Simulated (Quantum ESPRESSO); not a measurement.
pw.x input (Quantum ESPRESSO 7.5; PBEsol, PseudoDojo standard norm-conserving files, scalar-relativistic):

```
&CONTROL
  calculation = 'scf'
  pseudo_dir = './pseudo'
  outdir = './out'
  tprnfor = .true.
  tstress = .true.
/
&SYSTEM
  ibrav = 0
  nat = 4
  ntyp = 2
  ecutwfc = 84.0
  ecutrho = 336.0
  occupations = 'smearing'
  smearing = 'fd'
  degauss = 0.005
  nbnd = 43
/
&ELECTRONS
  conv_thr = 4e-10
/
ATOMIC_SPECIES
Zn 65.3800 Zn.upf
Nb 92.9064 Nb.upf
CELL_PARAMETERS angstrom
  3.909980000000   0.000000000000   0.000000000000
  0.000000000000   3.909980000000   0.000000000000
  0.000000000000   0.000000000000   3.909980000000
ATOMIC_POSITIONS crystal
Zn   0.500000000000   0.000000000000   0.500000000000
Zn   0.000000000000   0.500000000000   0.500000000000
Zn   0.500000000000   0.500000000000   0.000000000000
Nb   0.000000000000   0.000000000000   0.000000000000
K_POINTS automatic
12 12 12 0 0 0
```

End of the output:

```

[...]
     the Fermi energy is    16.3744 ev
!    total energy              =   -1378.05635634 Ry
     estimated scf accuracy    <          2.8E-11 Ry
     smearing contrib. (-TS)   =      -0.00153676 Ry
     internal energy E=F+TS    =   -1378.05481958 Ry
     The total energy is F=E-TS. E is the sum of the following terms:
     one-electron contribution =    -820.48026107 Ry
     hartree contribution      =     439.75028657 Ry
     xc contribution           =    -159.42792545 Ry
     ewald contribution        =    -837.89691964 Ry
     convergence has been achieved in   9 iterations
     Forces acting on atoms (cartesian axes, Ry/au):
     atom    1 type  1   force =     0.00000000    0.00000000    0.00000000
     atom    2 type  1   force =     0.00000000    0.00000000    0.00000000
     atom    3 type  1   force =     0.00000000    0.00000000    0.00000000
     atom    4 type  2   force =     0.00000000    0.00000000    0.00000000
     Total force =     0.000000     Total SCF correction =     0.000000
     Computing stress (Cartesian axis) and pressure
          total   stress  (Ry/bohr**3)                   (kbar)     P=      -33.79
  -0.00022967   0.00000000   0.00000000          -33.79        0.00        0.00
   0.00000000  -0.00022967   0.00000000            0.00      -33.79        0.00
   0.00000000   0.00000000  -0.00022967            0.00        0.00      -33.79
```

Spin-orbit coupling is not included.

Geometry of the Materials Project entry, not relaxed at this level.
